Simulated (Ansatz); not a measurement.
Cu$_{3}$Ni$_{2}$ (P6_3/mmc) at 2 levels of theory

One geometry, relaxed with PBE; plane waves with PAW potentials in Ansatz, scalar-relativistic. Collinear spin, ending at 0.6 μB a primitive cell. Gaps are the least over mesh and band path; pressure is positive in compression.

```xyz
10
Lattice="2.5182 0.0000 0.0000 -1.2591 2.1808 0.0000 0.0000 0.0000 20.8610" Properties=species:S:1:pos:R:3 pbc="T T T"
Cu    0.0000    1.4539   19.7981
Cu    0.0000    1.4539   11.4934
Cu    0.0000    1.4539   15.6458
Cu    1.2591    0.7269    1.0629
Cu    1.2591    0.7269    5.2153
Cu    1.2591    0.7269    9.3676
Ni    0.0000    1.4539    3.1363
Ni    0.0000    1.4539    7.2943
Ni    1.2591    0.7269   13.5668
Ni    1.2591    0.7269   17.7248
```

```
level  cutoff (eV)   k mesh  gap (eV)  pressure (GPa)  largest moment (μB)
  PBE          420  18×18×2         0             0.0                 0.18
```

Task: What comes out on the same cell with PBEsol?

Result:
```json
{"level": "PBEsol", "cutoff (eV)": "420", "k mesh": "18×18×2", "gap (eV)": "0", "pressure (GPa)": "-8.8", "largest moment (μB)": "0.16"}
```

It was reached by relaxing an invented guess, and it needn't be the stable form of this composition.
